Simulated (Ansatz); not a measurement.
### Question
TiSi₂ in space group Fddd (No. 70; Ti on 8b, Si on 16f) is relaxed with the program Ansatz at the LDA level (PAW). What lattice parameters of the conventional cell result?

### Answer
a = 4.723 Å, b = 8.122 Å, c = 8.444 Å.

### Question
Give the free coordinates with the occupied sites.

### Answer
In one choice of origin and axes:

| atom | site | symmetry | x | y | z |
|---|---|---|---|---|---|
| Ti | 8b | 222 | 0.5000 | 0.5000 | 0.5000 |
| Si | 16f | .2. | 0.0000 | 0.1639 | 0.0000 |

### Question
Is it a metal or does it have a gap at this level?

### Answer
No gap at this level.

Symmetry was held in the LDA relaxation. No spin polarisation was allowed.

Potentials: the earlier of the program's two PAW sets. The files were generated under PBE; for other functionals the program regenerates the frozen cores, and for LDA and PBEsol the local potential too.
